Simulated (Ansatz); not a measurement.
The calculation used Ansatz, DFT, BLYP, plane waves (420 eV) with PAW, scalar-relativistic. The PAW files were generated under PBE, with cores re-solved for the functional.

An element in the bcc structure gives this curve. The cell is scaled uniformly from the relaxed one, with fractional coordinates and shape fixed. Energies are extrapolated to zero smearing, pressures are those at the given smearing. Magnetic state: spin not included.

| V (Å³/atom) | E − E₀ (meV/atom) | P (GPa) |
| --- | --- | --- |
| 30.234 | 72.2 | 6.75 |
| 31.608 | 27.9 | 3.89 |
| 32.982 | 5.5 | 1.64 |
| 34.356 | 0.2 | -0.15 |
| 35.731 | 8.5 | -1.56 |
| 37.105 | 27.6 | -2.69 |
| 38.479 | 55.3 | -3.59 |

Q: Which element is it?
A. sodium
B. lutetium
C. indium
D. bismuth

A: D. Its fit is V₀ = 34.15 Å³/atom, B₀ = 41 GPa, B₀′ = 4.8.
